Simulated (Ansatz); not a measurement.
According to plane-wave PAW PBE (Ansatz code), B in the cubic phase (I4_132; B on 8a) relaxes to a = 4.653 Å. B has 3 nearest neighbours from 1.65 Å (trigonal planar).

It is gapped at this level: 1.48 eV (indirect). The valence maximum lies on the P–H line, 18 % of the way from P and the conduction minimum on the Γ–P line, 21 % of the way from Γ (8 equivalent valleys). Electrons at the band edge weigh 0.58, 0.58, 2.8 mₑ (principal values). The hole mass is 0.55, 0.55, 1.1 mₑ (principal values).

The bulk modulus is 107 GPa.

The start of the workflow was typed in or built on a structure type; neither database checked (COD, Materials Project) lists it. It is not the phase usual at ambient conditions (space group No. 166). The cell was relaxed with PBE under the symmetry of its start; its stability against distortions is not shown here.

Potentials: the later of the program's two PAW sets.
